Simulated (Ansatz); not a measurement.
Li (bcc, W type)

```
Li
1.0
   -1.71739     1.71739     1.71739
    1.71739    -1.71739     1.71739
    1.71739     1.71739    -1.71739
Li
1
Cartesian
  0.00000   0.00000   0.00000
```

This relaxed cell (volume V₀) is scaled evenly in all directions, its shape held. Symmetry pins the atoms to their sites.

The numbers are results of PBE (plane waves to 420 eV, PAW, scalar-relativistic; Ansatz, a quantum-chemistry and plane-wave program), not measurements. k mesh 19×19×19 (Γ-centred), Fermi-Dirac smearing 0.05 eV. Energies are smeared free energies. Compression counts positive. Li was relaxed with its symmetry unable to fall. The PAW data are Ansatz's earlier set. ΔE is measured from the relaxed starting cell. The last digit holds for this mesh only.

```tsv
V (Å³/atom)	ΔE (meV/atom)
17.020	28.9
17.668	17.5
18.316	9.4
18.965	4.0
19.613	0.9
20.261	0.0
20.910	0.9
21.558	3.3
22.206	withheld
22.855	12.1
23.503	18.2
```

Fit a third-order Birch-Murnaghan form (E₀, V₀, B₀, B₀′ free) to the given rows and predict ΔE at V = 22.206.

Least squares on the 10 given rows: ΔE = E₀ + (9V₀B₀/16)·y²·[2 + (B₀′ − 4)y], y = (V₀/V)^(2/3) − 1, with V₀ = 20.260 Å³/atom, B₀ = 13.95 GPa (160.2 GPa = 1 eV/Å³; the term in eV is multiplied by 1000), B₀′ = 3.33, E₀ = 0.00 meV/atom; root-mean-square residual 0.03 meV/atom. At 22.206 the fit gives 7.1 meV/atom; the calculation gives 7.1 meV/atom, the same to the digits shown. For the pressure the fit gives -1.1 GPa against the computed -1.1 GPa.

(A scan under strain: stresses follow from slopes of the energy per volume, elastic moduli from its curvatures.)
